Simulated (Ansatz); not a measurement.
One crystal and one scan (energy against volume) at two levels, PBE (plane waves to 420 eV, PAW, scalar-relativistic; Ansatz, a quantum-chemistry and plane-wave program) and r2SCAN (plane waves to 500 eV, PAW, scalar-relativistic; Ansatz), each from its own relaxed cell and on its own mesh. The cell shown is that of PBE.

HfO2 (tetragonal-ZrO2 type, space group P4_2/nmc)

```yaml
crystal:
  lattice:
    - [3.60482, 0.00000, 0.00000]
    - [0.00000, 3.60482, 0.00000]
    - [0.00000, 0.00000, 5.26502]
  atoms:
    - { symbol: Hf, position: [0.00000, 0.00000, 0.00000] }
    - { symbol: Hf, position: [0.50000, 0.50000, 0.50000] }
    - { symbol: O, position: [0.00000, 0.50000, 0.19324] }
    - { symbol: O, position: [0.00000, 0.50000, 0.69324] }
    - { symbol: O, position: [0.50000, 0.00000, 0.30676] }
    - { symbol: O, position: [0.50000, 0.00000, 0.80676] }
```

The volume is varied about the relaxed value V₀ at fixed cell shape. The atoms relax within the cell's symmetry.

Energies are smeared free energies. HfO2 is run without spin polarisation. HfO2 was relaxed with its symmetry unable to fall. Spin-orbit coupling is left out, though Hf is heavy. The PAW data are Ansatz's earlier set. This is a high-temperature form of HfO2. With the shape held, the modulus is that of even scaling; a crystal free to change shape is softer. Percentages come from the unrounded values. Both scans cover V/V₀ from 0.940 to 1.060.

```json
[
 {"quantity": "Lattice constant a (Å)", "PBE": "3.605", "r2SCAN": "3.577", "PBE − r2SCAN": "+0.028 (+0.8 %)"},
 {"quantity": "Lattice constant c (Å)", "PBE": "5.265", "r2SCAN": "5.204", "PBE − r2SCAN": "+0.061 (+1.2 %)"},
 {"quantity": "Relaxed volume (Å³/atom)", "PBE": "11.40", "r2SCAN": "11.10", "PBE − r2SCAN": "+0.30 (+2.8 %)"},
 {"quantity": "Band gap of the relaxed cell, no spin-orbit coupling (eV)", "PBE": "4.67", "r2SCAN": "5.27", "PBE − r2SCAN": "-0.60 (-11 %)"},
 {"quantity": "Pressure at the smallest volume (GPa)", "PBE": "13.3", "r2SCAN": "15.0", "PBE − r2SCAN": "-1.7 (-11 %)"},
 {"quantity": "Energy cost of the largest compression (meV/atom)", "PBE": "26.7", "r2SCAN": "29.3", "PBE − r2SCAN": "-2.6 (-9 %)"},
 {"quantity": "Energy cost of the largest expansion (meV/atom)", "PBE": "21.1", "r2SCAN": "23.3", "PBE − r2SCAN": "-2.2 (-9 %)"},
 {"quantity": "Bulk modulus at fixed cell shape B₀ (third-order Birch-Murnaghan fit) (GPa)", "PBE": "184.5", "r2SCAN": "208.6", "PBE − r2SCAN": "-24.1 (-12 %)"},
 {"quantity": "Pressure derivative B₀′ (fit)", "PBE": "4.9", "r2SCAN": "4.8", "PBE − r2SCAN": "+0.1 (+2 %)"},
 {"quantity": "Pressure for 5 % compression (fit) (GPa)", "PBE": "10.7", "r2SCAN": "12.1", "PBE − r2SCAN": "-1.4 (-11 %)"}
]
```

PBE gives the higher value for: lattice constant a; lattice constant c; relaxed volume. PBE gives the lower value for: band gap of the relaxed cell, no spin-orbit coupling; pressure at the smallest volume; energy cost of the largest compression; energy cost of the largest expansion; bulk modulus at fixed cell shape B₀; pressure for 5 % compression. Neither level is exact: the differences show how much the result hangs on the functional.

ΔE (meV/atom), each from the relaxed starting cell of its own level:

| V/V₀ | PBE | r2SCAN |
|---|---|---|
| 0.940 | 26.7 | 29.3 |
| 0.950 | 18.2 | 19.9 |
| 0.960 | 11.4 | 12.5 |
| 0.970 | 6.3 | 6.9 |
| 0.980 | 2.7 | 3.0 |
| 0.990 | 0.7 | 0.7 |
| 1.000 | 0.0 | 0.0 |
| 1.010 | 0.7 | 0.7 |
| 1.020 | 2.5 | 2.8 |
| 1.030 | 5.6 | 6.2 |
| 1.040 | 9.7 | 10.7 |
| 1.050 | 14.9 | 16.4 |
| 1.060 | 21.1 | 23.3 |

(Under strain, the slope of the energy per volume gives the stress and its curvature an elastic modulus.)
